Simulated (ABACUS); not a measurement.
Set-up for a self-consistent single point of MgZn3S4 (Pm, 8 atoms in the cell; from Materials Project mp-1221971, changed as shown).

```yaml
crystal:
  lattice:
    - [6.35962, 0.00000, 0.00000]
    - [0.00000, 3.88338, 0.00000]
    - [-0.00520, 0.00000, 6.60855]
  atoms:
    - { symbol: Mg, position: [0.50040, 0.00000, 0.66650] }
    - { symbol: Zn, position: [0.49960, 0.50000, 0.16670] }
    - { symbol: Zn, position: [0.99930, 0.50000, 0.83650] }
    - { symbol: Zn, position: [0.99870, 0.00000, 0.32980] }
    - { symbol: S, position: [0.11300, 0.00000, 0.66540] }
    - { symbol: S, position: [0.12710, 0.50000, 0.16740] }
    - { symbol: S, position: [0.63030, 0.50000, 0.84350] }
    - { symbol: S, position: [0.62770, 0.00000, 0.32410] }
```

All values come from this method and carry its errors: LDA (PW92), PseudoDojo 0.4 standard norm-conserving LDA (tails mended) pseudopotentials (plane waves; ABACUS).

ABACUS settings:

| setting | value |
|---|---|
| KPT | Gamma 2 3 2 0 0 0 |
| basis_type | pw |
| dft_functional | PWLDA |
| ecutwfc | 84 Ry |
| smearing_method | fixed |
| potentials | PseudoDojo 0.4 standard norm-conserving LDA (tails mended) |
| symmetry | 1 |
| symmetry_prec | 1e-05 |
| ks_solver | dav |
| scf_nmax | 100 |
| scf_thr | 1.0e-09 Ry |
| mixing_type | broyden |
| mixing_beta | 0.7 |

Task: Estimate, at this level of theory: pressure and largest force (vector length).

Result: The run gave:

* **Pressure**: -3.51 GPa
* **Largest force (vector length)**: 0.260 eV/Å

For comparison: a first run was changed to give this one (lattice vector c scaled by 0.98), and from it to this one the free energy goes down by 9.8 meV/atom, the pressure goes from -4.74 to -3.51 GPa and the largest force goes from 0.166 to 0.260 eV/Å.

The structure comes from a collection of computed structures, made at another level of theory; the collection holds predicted forms beside known ones. Its lattice was then scaled.

Cost on one core: roughly 3 core-minutes.

“Tails mended”: in these copies of the files the far tail of each local potential was reset to the Coulomb form.
